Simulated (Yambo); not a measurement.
Yambo run on BaNiF6 (space group R-3m, No. 166). The wavefunctions are LDA (Quantum ESPRESSO, PseudoDojo norm-conserving, 98 Ry, without SOC) ones on a 2×2×2 mesh (35 occupied bands); a = 4.821 Å, b = 4.821 Å, c = 4.821 Å, α = 98.69°, β = 98.69°, γ = 98.69°.

Yambo input:

```
rim_cut
gw0
dyson
el_el_corr
HF_and_locXC
cohsex
em1s
RandQpts= 1000000
RandGvec= 1 Ry
EXXRLvcs= 98 Ry
VXCRLvcs= 392 Ry
Chimod= "HARTREE"
% BndsRnXs
 5 | 170 |
%
NGsBlkXs= 7 Ry
% LongDrXs
 1.0 | 1.0 | 1.0 |
%
ExtendOut
% QPkrange
 1 | 1 | 36 | 36 |
 3 | 3 | 35 | 36 |
%
```

k points by index: 1 = Γ, 3 = F.

Resulting energies as the program prints them:

```
#    K-point    Band    Eo [eV]    E [eV]    E-Eo [eV]    Vxc [eV]    Vnlxc [eV]    Sc|Eo [eV]    Re(Z)    Im(Z)
#
    1    36    1.225060    2.753734    1.528674    -28.42589    -23.46479    -3.432426    1.000000    0.000000
    3    35    0.000000    -2.665688    -2.665688    -27.94708    -36.75621    6.143435    1.000000    0.000000
    3    36    1.238939    2.775550    1.536611    -28.48005    -23.46840    -3.475036    1.000000    0.000000
```
(The two width columns are left out.) Convergence of these settings isn't established.

Geometry of the Materials Project entry, not relaxed at this level.

The structure is a Materials Project entry; no match was found in the copy of COD used, and its stability was not checked.

The runs are not spin-polarised; magnetic order was not tried.
